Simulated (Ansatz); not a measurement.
**Zone-centre phonons of Ag at 8 GPa: input and output**

Level of theory: Ansatz, DFT PBEsol, scalar-relativistic, plane waves, PAW.

Launched with:
```bash
ansatz run input.yaml --threads 1 --pin off --max-ram 3072MiB --backend cpu --events-out ev --progress --plain --runs-dir out
```

Input (bare energies are in eV):
```yaml
crystal:
  lattice:
    - [2.8098979741, 0.0, 0.0]
    - [-1.404948987, 2.4334430276, 0.0]
    - [0.0, 0.0, 4.6089627018]
  atoms:
    - { symbol: Ag, position: [0.3333333333, 0.6666666667, 0.25] }
    - { symbol: Ag, position: [0.6666666667, 0.3333333333, 0.75] }
basis:
  ecutwfc: 420
kpoints:
  mp_grid: { grid: [18, 18, 10] }
hamiltonian:
  xc: pbesol
scf:
  occupations: { method: fermi_dirac, width: 0.15 }
output:
  eigenvalues: true
phonons:
  method: dfpt
  eigenvectors: true
```

Results section of the output:
```
--- Phonons (Γ-DFPT): 2 representative perturbations + reference, on 546 of 3240 k-points (Σ response iterations 6) ---
  k mesh reduced under 4 symmetry operations, with k and −k counted as one. Each operation leaves every solved displacement unchanged or reverses it
  ASR residual: 1.934e-4 → 0.000e0 eV/Å²; symmetrization residual: 9.484e-10 eV/Å²
  ASR residual per site (eV/Å²): 1.93e-4 1.93e-4
  Γ frequencies (cm⁻¹): 0.00 0.00 0.00 80.17 80.17 204.69
  non-analytic LO–TO correction: not included (Born effective charges unavailable; polar crystals: no LO–TO splitting at Γ)
```

Time: 53 s on 1 thread of Intel(R) Xeon(R) 6975P-C (Granite Rapids), on a shared host, peak memory 1.3 GiB.

In a metal, frequencies and elastic constants depend on the k mesh and the smearing, soft modes and shear constants most. Other phases may be more stable at this pressure.

This form isn't the element's structure at ambient conditions.